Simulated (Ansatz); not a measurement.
Ansatz (a program for electronic structure) input:

Ansatz 0.2 input:
```yaml
crystal:
  lattice:
    - [0.0, 2.3858410048, 2.3858410048]
    - [2.3858410048, 0.0, 2.3858410048]
    - [2.3858410048, 2.3858410048, 0.0]
  atoms:
    - { symbol: B, position: [0.25, 0.25, 0.25] }
    - { symbol: As, position: [0.5, 0.5, 0.5] }
kpoints:
  mp_grid: { grid: [7, 7, 7] }
hamiltonian:
  xc: hse06
  pseudopotentials: { kind: paw }
scf:
  occupations: { method: fixed }
checkpoint: { read: static.run }
output: { bader: true, populations: true }
```

Output (shortened):

```
WARN checkpoint.read: basis.xc_grid differs: saved 2, current 1 (points along each axis for each point of the dense box …
WARN checkpoint.read: where the exact-exchange loop starts from the saved orbitals it accepts no state on its first cycle, because this run solves another …
Pseudopotentials: kind: paw
Pseudopotential: B, paw, valence charge 3
Pseudopotential: As, paw, valence charge 15
Functional definition: HSE06
davidson cushion auto → on  (no smearing: the cushion is to keep the highest requested band from converging to the state above it …
Crystal: 2 atoms, lattice volume = 27.162 Å³
Basis set: ecut = 420 eV, 531 PW (Γ)
Bands: 13, of which v1, the nominal top of the filled ones, is band 9 counted from 1 (8 counted from 0)
Symmetry: 24 space group operations
Space group: F-43m (ITA 216), of the structure as read, at distance tolerance 3.0e-5 Å
k-points: 20 of 343 (time reversal used)
PAW frozen core: B, regenerated for the run's functional, and the local potential with it
PAW frozen core: As, regenerated for the run's functional, and the local potential with it
Initial density: read from a saved state, or passed on in memory by an earlier SCF of this step, an earlier step, the calling program or the single point that …
Initial wavefunctions: those read from a saved state, or passed on in memory by an earlier step or the calling program
Eigensolver: davidson
Functional: x = pbe(κ = 0.804, μ = 0.2195149727645171) + 0.25 (exact − pbe) at short range (hse, ω = 0.20786987370883472 Å⁻¹), c = pbe(β = 0.06672455060314922); HSE06 as pw.x's `hse` composes it (authors' and Libxc's form: `xc: wpbeh`)
Exchange kernel: α = 0.2500, screened, ω = 0.2079 Å⁻¹, Wigner–Seitz truncation, v(0) = 1046.5564 eV·Å³, q-mesh 7×7×7, nearest image of the exchange supercell L …
Frozen-core exchange: fock
iter 1 solved again at ethr=1.74e-9 eV; its pass at ethr=1.00e-1 eV (dr2=3.14e-7 eV) is discarded
SCF iter   1: F=—  HF=-5013.486847 eV  |F-HF|=—  |Δ(HF+E_count)|=         —  Δρ=3.50e-5  dr2=5.14e-7  ethr=1.74e-9  ⟨swp⟩=3.4  Hψ=1106  notcnv=0
preconditioner: auto → none
iter 2 solved again at ethr=4.24e-11 eV; its pass at ethr=1.74e-9 eV (dr2=7.64e-9 eV) is discarded
SCF iter   2: F=-5013.486846 eV  HF=-5013.486846 eV  |F-HF|=8.33e-9  |Δ(HF+E_count)|=   1.69e-7  Δρ=5.30e-6  dr2=5.44e-8  ethr=4.24e-11  ⟨swp⟩=2.0  Hψ=1338  notcnv=0
SCF 1 converged in 2 iterations: F = -5013.486846 eV  dr2 = 5.44e-8
hybrid outer 1: dexx = +3.225e-8 eV, tail = 1.23e-6 eV
Crystal: 2 atoms, lattice volume = 27.162 Å³
Initial density: handed on by an earlier stage of this run
Initial wavefunctions: those handed on with the density
Exchange kernel: α = 0.2500, screened, ω = 0.2079 Å⁻¹, Wigner–Seitz truncation, v(0) = 1046.5564 eV·Å³, q-mesh 7×7×7, nearest image of the exchange supercell L …
Frozen-core exchange: fock
SCF iter   1: F=—  HF=-5013.486856 eV  |F-HF|=—  |Δ(HF+E_count)|=         —  Δρ=3.60e-5  dr2=4.92e-7  ethr=3.41e-8  ⟨swp⟩=2.0  Hψ=600  notcnv=0
preconditioner: auto → none
iter 2 solved again at ethr=3.91e-11 eV; its pass at ethr=2.72e-9 eV (dr2=7.04e-9 eV) is discarded
SCF iter   2: F=-5013.486856 eV  HF=-5013.486856 eV  |F-HF|=8.84e-9  |Δ(HF+E_count)|=   1.80e-7  Δρ=4.65e-6  dr2=1.20e-8  ethr=3.91e-11  ⟨swp⟩=2.4  Hψ=1325  notcnv=0
SCF 2 converged in 2 iterations: F = -5013.486856 eV  dr2 = 1.20e-8
hybrid outer 2: dexx = +2.508e-8 eV, tail = 3.09e-8 eV, Δε = 1.56e-3 eV (about 7.07e-4 eV left of the loop's levels)
hybrid SCF converged: 2 outer / 4 inner (+0 warm-up), last move |dexx| = 2.51e-8 eV, tail = 3.09e-8 eV
Stability not checked (fock_operator)
Free energy (F): -5013.486856 eV
Frozen-core exchange: fock
Harris-Foulkes:  -5013.486856 eV  (|F-HF|=8.84e-9)
Internal energy: -5013.486856 eV  (E = F + TS)
E sigma→0 (E₀):  -5013.486856 eV
Fermi energy:    10.796801 eV
--- Per-component energies (eV) ---
  E_band       = -256.418616
  E_kinetic    = 151.150063
  E_local      = -1690.444610  (includes V_loc(G=0)·N_el)
  E_nonlocal   = -658.733549
  E_hartree    = 939.659871
  E_xc         = -90.379987
  E_vxc        = -94.780733  (∫ρ·V_xc dr)
  E_exx        = -66.709770  (= α·E_x^exact, valence–valence)
  E_paw        = -1869.557724  (= ΣΔE_a)
  E_vpaw       = 290.492677  (= ΣTr[D̂ρ^β])
  E_aug_tail   = 0.000007  (compensation charges beyond the density's cutoff)
  E_ewald      = -1727.698356
  E_core_change = -0.772800  (= ΣΔE_core)
  E_smearing   =  0.000000  (= −TS)
  E_closure    =  0.000000  (closes the sum)
  Σ components = -5013.486856   (vs F -5013.486856, Δ=0.00e0)
  [band-id]    e_kinetic+e_local+e_nonlocal+2·e_hartree+e_vxc+2·e_exx+e_vpaw+e_augmentation_tail = -256.415944   (vs E_band -256.418616, Δ=2.67e-3)
--- Band table (eV; the first three rows and the last of 20) ---
  k-point 0: bands = ["-28.5118", "-28.5118", "-28.5118", "-28.4841", "-28.4841", "-6.1895", "10.7968", "10.7968", "10.7968", "14.9160", "14.9160"]
  k-point 1: bands = ["-28.5112", "-28.5103", "-28.5103", "-28.4840", "-28.4840", "-5.8199", "8.2267", "10.2211", "10.2211", "15.0603", "15.6806"]
  k-point 2: bands = ["-28.5097", "-28.5074", "-28.5074", "-28.4833", "-28.4833", "-4.7546", "4.4880", "9.3597", "9.3597", "14.6659", "16.5187"]
  k-point 19: bands = ["-28.5094", "-28.5032", "-28.4967", "-28.4866", "-28.4812", "-1.4896", "1.8563", "4.3624", "6.0889", "15.4855", "18.2465"]
  band table: 11 of 11 bands, residual norms ≤ 1.0e-3 eV
  guard bands above this table: 2 of the run's 13 bands. The solve was not asked for them (output.publish_guard_bands: true or output.eigenvalues …
--- Löwdin populations: 2 sites ---
  site symbol       q [e]
     0      B      3.6002
     1     As     14.3609
  spilling = 0.002161 (of n_electrons = 18.000000)
--- Bader charges: 2 sites ---
  site symbol  charge [e]  shift [e]
     0      B      0.1946     0.0153
     1     As     -0.1946     0.0153
  shift: an alarm, by how much a part of what the PAW files miss would move the charge. Where it is large, compare
  with a run on PAW files of another source; a small one proves nothing
  estimated error of the sums over rays = 3.2e-4 e
```

Cost: very roughly 50 core-seconds on shared cores.

The cell was relaxed with HSE06 under the symmetry of its start. The volume moved by 17 % from the start of the relaxation. Spin–orbit coupling is left out wherever it is not named.

Potentials: the later of the program's two PAW sets.

Ansatz is a plane-wave DFT program.
